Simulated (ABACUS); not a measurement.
A self-consistent single point of a model cell of HfV (Pm-3m, 2 atoms in the cell; prototype structure) with ABACUS.

Computed with PBEsol, numerical atomic orbitals TZDP (confined pseudo-atomic orbitals; energy shift 0.01 Ry), PseudoDojo 0.4 standard norm-conserving PBEsol (tails mended) pseudopotentials in ABACUS.

```
HfV
1.0
    3.36736     0.00000     0.00000
    0.00000     3.36736     0.00000
    0.00000     0.00000     3.36736
V Hf
1 1
Direct
  0.00000   0.00000   0.00000
  0.50000   0.50000   0.50000
```
Starting moments (μB, in the order of the atoms V Hf): 2.0 0.0.

Reference input (self-consistent single point, DFT, PBEsol, numerical atomic orbitals TZDP (confined pseudo-atomic orbitals; energy shift 0.01 Ry), PseudoDojo 0.4 standard norm-conserving PBEsol (tails mended) pseudopotentials): basis = TZDP numerical atomic orbitals, energy shift 0.01 Ry; KPT = MP 13 13 13 0 0 0; basis_type = lcao; ecutwfc = 100 Ry; smearing_method = gaussian; smearing_sigma = 0.00734986 Ry; nspin = 2; potentials = PseudoDojo 0.4 standard norm-conserving PBEsol (tails mended); symmetry = 1; symmetry_prec = 1e-05; nbands = 18; ks_solver = genelpa. This run's input differs from it in these lines:

```diff
@@ -6,3 +6,3 @@
 orbital_dir          ./
-ecutwfc              100.0
+ecutwfc              70.0
 symmetry             1
```

Output (repeated stretches shortened):

```
 SELF-CONSISTENT
 -------------------------------------------

                  longest orb rcut (Bohr) = 7.4
   longest nonlocal projector rcut (Bohr) = 2.46
                     search radius (Bohr) = 19.7

                          real space grid = [ 36, 36, 36 ]
                                 init_chg = atomic

 LCAO ALGORITHM --------------- ION=   1  ELEC=   1--------------------------------
          total magnetism (Bohr mag/cell) = 2.26564
       absolute magnetism (Bohr mag/cell) = 2.27409
                        nelec for spin up = 13.6328
                      nelec for spin down = 11.3672

 Density error is 0.0615891800672
   [... lines left out ...]
 E_KohnSham     -260.0832104427      -3538.6136161543
 E_Fermi        1.0360561617         14.0962672470

 LCAO ALGORITHM --------------- ION=   1  ELEC=  14--------------------------------
          total magnetism (Bohr mag/cell) = 2.51404
       absolute magnetism (Bohr mag/cell) = 2.52671
                        nelec for spin up = 13.757
                      nelec for spin down = 11.243

 Density error is 6.3064096486e-07
 E_KohnSham     -260.0832104427      -3538.6136161544
 E_KS(sigma->0) -260.0827152771      -3538.6068790800
 E_entropy(-TS) -0.0009903313        -0.0134741488
 E_Fermi        1.0360571371         14.0962805177
 charge density convergence is achieved
 final etot is -3538.6136162 eV
 EFERMI = 14.096280518 eV

 STATE ENERGY(eV) AND OCCUPATIONS    NSPIN == 2
SPIN UP :
   [... 15 lines left out ...]

SPIN DOWN :
   [... 15 lines left out ...]

-------------------------------------------------
 Total Magnetism (uB)
-------------------------------------------------
                         V1         2.2308435447
                        Hf1         0.2832004368
-------------------------------------------------

 TOTAL-FORCE (eV/Angstrom)
                        V1         0.0000000000         0.0000000000         0.0000000000
                       Hf1         0.0000000000         0.0000000000         0.0000000000

 TOTAL-STRESS (KBAR)
      -105.3393278023         0.0000000000        -0.0000000000
         0.0000000000      -105.3393278023         0.0000000000
        -0.0000000000         0.0000000000      -105.3393278023
 TOTAL-PRESSURE: -105.339328 KBAR

 --------------------------------------------
 !FINAL_ETOT_IS -3538.6136161544245624 eV
 --------------------------------------------
```

The run converged in 14 iterations. Against the reference run the free energy hardly moves (within 1 meV/atom), the pressure goes from -10.41 to -10.53 GPa and the net moment stays at 1.26 μB/atom.

Lattice and positions were typed or generated, without prior relaxation. The atom-centred basis is finite, which shifts total energies and pressures against plane waves. The run is spin-polarised and ends with a net moment of 2.51 μB in the cell. This run is one point of a test of settings, so its values need not be converged; read them against the reference run alone. With one magnetic atom the cell allows parallel order alone; another order can lie lower.

Cost on one core: very roughly 50 core-seconds.

The atomic orbitals were generated for these runs; they are not ABACUS's published sets and were checked against plane waves on a few crystals only.

“Tails mended”: in these copies of the files the far tail of each local potential was reset to the Coulomb form.
